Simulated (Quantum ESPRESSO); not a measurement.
Si (diamond, space group Fd-3m, No. 227) has an indirect gap of 0.46 eV with PBEsol (Quantum ESPRESSO, PseudoDojo norm-conserving, 36 Ry, scalar-relativistic). After an isotropic strain (on all lattice vectors, atoms relaxed) the gap is indirect, 0.52 eV.

Problem. Which strain was applied?
A) -3 %
B) +1 %
C) -1.5 %
D) -0.7 %
E) +2 %

Solution. B, +1 %. Gaps found: -3 %: 0.29 eV (indirect); -1.5 %: 0.38 eV (indirect); -0.7 %: 0.43 eV (indirect); 0 %: 0.46 eV (indirect); 1 %: 0.52 eV (indirect); 2 %: 0.57 eV (indirect).
